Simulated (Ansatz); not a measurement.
Input:

LaNiO3 (space group R-3c)

```
LaNiO3
1.0
    2.70469     1.56155     4.31438
   -2.70469     1.56155     4.31438
    0.00000    -3.12311     4.31438
La Ni O
2 2 6
Cartesian
  0.00000   0.00000   3.23579
  0.00000   0.00000   9.70737
  0.00000   0.00000   0.00000
  0.00000   0.00000   6.47158
  1.48398  -0.55278   7.55017
 -1.48398   0.55278   5.39298
 -0.26327   1.56155   7.55017
  0.26327  -1.56155   5.39298
 -1.22071  -1.00877   7.55017
  1.22071   1.00877   5.39298
```

E(V) scan at fixed shape, V₀ the volume above. The atoms relax within the cell's symmetry.

Method: PBEsol (plane waves to 420 eV, PAW, scalar-relativistic; Ansatz, a first-principles code). k mesh 11×11×11 (Γ-centred), Fermi-Dirac smearing 0.05 eV. The energy includes the smearing's −TS. Compression counts positive. With the shape held, the modulus is that of even scaling; a crystal free to change shape is softer. LaNiO3 is run without spin polarisation and with no Hubbard U. LaNiO3 was relaxed with its symmetry unable to fall. The zero of ΔE is the relaxed starting cell.

The scan covers V/V₀ from 0.940 to 1.060 in 9 points.

What is ΔE at V/V₀ = 0.940?

26 meV/atom.

What pressure does the cell carry at V/V₀ = 0.940?

13.7 GPa.

What is ΔE at V/V₀ = 1.060?

21 meV/atom.

(A scan under strain: stresses follow from slopes of the energy per volume, elastic moduli from its curvatures.)
